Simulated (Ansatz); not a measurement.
SrVO$_{3}$ (cubic perovskite, space group No. 221), plane-wave PAW r²SCAN (Ansatz code), all energies at zero smearing, with the estimated change up to a 700 eV cutoff added, with one set of potentials and settings (totals compare only within such a set). Cell of 5 atoms (1 Sr, 1 V, 3 O): -8185.340 eV.

```
element                            reference phase  E (eV/atom)
-------  -----------------------------------------  -----------
Sr                   P6_3/mmc, 2 atoms in the cell   -3555.1144
V                       Im-3m, 1 atoms in the cell   -2917.0669
O        C2/m, 4 atoms in the cell, spin-polarised    -566.0281
```

Formation energy per atom, worked out: (-8185.340 − 1×(-3555.1144) − 1×(-2917.0669) − 3×(-566.0281))/5 = -3.015 eV/atom (-291 kJ per mol of atoms), at 0 K, without zero-point energy or fitted corrections.

Space group Pm-3m (cubic perovskite). Symmetry was held in the r²SCAN relaxation. Spin order of the final state: ferromagnetic, chosen from 3 collinear starts compared on coarse meshes (ties went to the first, and starts can fall back to one state), not a proven ground state. Other orbital occupations within this spin state were not tried. No Hubbard U is applied. The references are the lowest solids computed at this level, not always the standard phases (solids in place of the gases).

Potentials: the later of the program's two PAW sets.
